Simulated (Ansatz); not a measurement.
## Is this Zn₂Ga₂O₃ structure a true minimum?

It was reached by relaxing an invented guess, and it needn't be the stable form of this composition.

The calculation used DFT PBE, scalar-relativistic, plane waves, PAW in Ansatz 0.2.0. Cutoff 420 eV; k points 12×12×4 on the computed 7-atom cell (Γ-centred); Gaussian smearing, width 0.10 eV; no spin polarisation.

The cell below (7 atoms, space group P3m1 (No. 156)) is relaxed within its symmetry.

```
CELL_PARAMETERS angstrom
3.03105 0.00000 0.00000
-1.51552 2.62496 0.00000
0.00000 0.00000 13.41778
ATOMIC_POSITIONS crystal
Zn 0.00000 0.00000 0.64450
Zn 0.66667 0.33333 0.81216
Ga 0.00000 0.00000 0.31684
Ga 0.66667 0.33333 0.08712
O 0.00000 0.00000 0.17988
O 0.66667 0.33333 0.36878
O 0.33333 0.66667 0.02573
```

For the test it was strained at random (σ = 1.5 % a component), the atoms were moved at random (σ = 0.10 Å), and all was relaxed again on a coarse 12×12×2 mesh (in the run’s order of axes) with 0.20 eV smearing, with no symmetry imposed.

No dispersion correction is applied, so the spacing and binding between layers, chains or molecules are poorly described.

Question: What happens?

Answer: It doesn't return. The energy falls by 38 meV/atom on that mesh, the volume changes by -2.6 %, and the end has space group Cm (No. 8) at a loose tolerance. Relaxed again on a 12×12×4 mesh with 0.10 eV smearing, the new structure lies 38 meV/atom below the first (mesh in the axes of the run's cell; the cell below is made exact in the group named). Space group P1 (No. 1), triclinic, a = 3.060 Å, b = 3.061 Å, c = 12.755 Å, α = 90.6°, β = 90.2°, γ = 120.0°. Zn on its first site has 3 Zn at 2.70 Å and 6 Zn at 3.06 Å; Zn on its second site has 1 O at 2.25 Å and 3 Zn at 2.70 Å; Ga on its first site has 4 O at 1.88–1.89 Å; O on its first site has 1 Ga at 1.89 Å and 3 Ga at 2.11–2.12 Å; 3 more sites not described.

```cif
data_structure
_symmetry_space_group_name_H-M 'P1'
_symmetry_Int_Tables_number 1
_cell_length_a 3.0602
_cell_length_b 3.0610
_cell_length_c 12.7546
_cell_angle_alpha 90.610
_cell_angle_beta 90.154
_cell_angle_gamma 119.976
_cell_volume 103.48
loop_
_atom_site_label
_atom_site_type_symbol
_atom_site_symmetry_multiplicity
_atom_site_Wyckoff_symbol
_atom_site_fract_x
_atom_site_fract_y
_atom_site_fract_z
_atom_site_occupancy
Zn1 Zn 1 a 0.22085 0.45087 0.67121 1
Zn2 Zn 1 a 0.56102 0.12754 0.83083 1
Ga1 Ga 1 a 0.91594 0.82553 0.31569 1
Ga2 Ga 1 a 0.23880 0.47802 0.07648 1
O1 O 1 a 0.90942 0.81600 0.16745 1
O2 O 1 a 0.25151 0.49544 0.36612 1
O3 O 1 a 0.56912 0.13994 0.00722 1
```
